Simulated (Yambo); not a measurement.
A G0W0@PBEsol run in Yambo for NaOH (space group P2_1, No. 4) (4×4×4 Γ-centred k mesh, bands 3 to 112 and a 8 Ry block in the screening, 112 bands in G with the Bruneval-Gonze terminator, plasmon pole fitted at 27.2 eV) gives these matrix elements, in eV, at the band edges ((0, 0, -0.5) → Γ):

| state | E0 | <Vxc> | <Σx> | <Σc(E0)> | Z |
|---|---|---|---|---|---|
| valence edge | 0.000 | -19.215 | -25.230 | 3.869 | 0.800 |
| conduction edge | 3.557 | -10.227 | -6.061 | -2.920 | 0.871 |

**Question.** Solve the linearised quasiparticle equation for both states, give the gap, and say how exchange and correlation each act on it.

**Answer.** E = E0 + Z(Σx + Σc − Vxc). Valence: 0.000 + 0.800 × (-25.230 + (3.869) − (-19.215)) = -1.72 eV. Conduction: 3.557 + 0.871 × (-6.061 + (-2.920) − (-10.227)) = 4.64 eV. The gap is 6.36 eV, against 3.56 eV in PBEsol. Replacing Vxc by bare exchange alone would open it by 10.18 eV; correlation takes back 6.79 eV of that, and Z scales what is left. Nearest settings tried, and what they do to the gap: 73 bands in G: +3 meV; 54 bands in W: +65 meV; 7 Ry block (123 vectors against 155): -41 meV. Not varied: mesh. So the settings aren't converged at that level. 

Geometry of the Materials Project entry, not relaxed at this level; primitive cell a = 3.426 Å, b = 3.346 Å, c = 5.295 Å, α = 90.00°, β = 107.30°, γ = 90.00°.

The structure is a Materials Project entry; no match was found in the copy of COD used, and its stability was not checked.
